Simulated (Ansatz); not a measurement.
Method: r2SCAN, no spin polarisation; PAW, plane waves to 500 eV, 6×6×3 Γ-centred mesh, fermi-dirac occupations (width 0.0993 eV) (Ansatz 0.2.0), atoms fixed.

Computed maps in the lattice plane spanned by a (left to right, 5.14 Å, 16 points from zero) and b (bottom to top, 5.14 Å, 16 points from zero), 60° apart, at height 0.250 along c. The fields are smooth PAW ones with compensation charges, not the true ones near nuclei.

Valence density. Digits on a logarithmic scale: 0 up to 0.03 e/Å³, each further digit a factor of 1.6, 9 from 1.3 e/Å³ up:
```
1136999755799963
3136999976799996
5225999998899999
7424799999999999
7533579999999999
6544456778999877
5567665556899865
4579997545799975
5589999855799997
6579999975699999
7569999996579999
7546999996457999
5434699997434566
3223467876432233
1124555555554211
0135776545677531
```

Q: The cell is RbBiCO5. Which atoms lie within 0.2 Å of this plane, and where (fractions of a and b)?

A: Bi at (0.33, 0.33), O at (0.81, 0.81), O at (0.38, 0.81), O at (0.81, 0.38), C at (0.67, 0.67). The whole cell:
```yaml
crystal:
  lattice:
    - [2.57079, 4.45274, 0.00000]
    - [-2.57079, 4.45274, 0.00000]
    - [0.00000, 0.00000, 10.50410]
  atoms:
    - { symbol: Rb, position: [0.00000, 0.00000, 0.00000] }
    - { symbol: Rb, position: [0.00000, 0.00000, 0.50000] }
    - { symbol: O, position: [0.33330, 0.33340, 0.43500] }
    - { symbol: O, position: [0.66660, 0.66670, 0.93500] }
    - { symbol: O, position: [0.33330, 0.33340, 0.06500] }
    - { symbol: O, position: [0.66670, 0.66670, 0.56500] }
    - { symbol: Bi, position: [0.33330, 0.33340, 0.25000] }
    - { symbol: Bi, position: [0.66660, 0.66670, 0.75000] }
    - { symbol: O, position: [0.81100, 0.81100, 0.25000] }
    - { symbol: O, position: [0.18900, 0.62200, 0.75000] }
    - { symbol: O, position: [0.37800, 0.81100, 0.25000] }
    - { symbol: O, position: [0.18900, 0.18900, 0.75000] }
    - { symbol: O, position: [0.81100, 0.37800, 0.25000] }
    - { symbol: O, position: [0.62200, 0.18900, 0.75000] }
    - { symbol: C, position: [0.66670, 0.66660, 0.25000] }
    - { symbol: C, position: [0.33340, 0.33330, 0.75000] }
```

Origin: a known structure type with other elements, at an estimated volume, so it need not be a known compound.
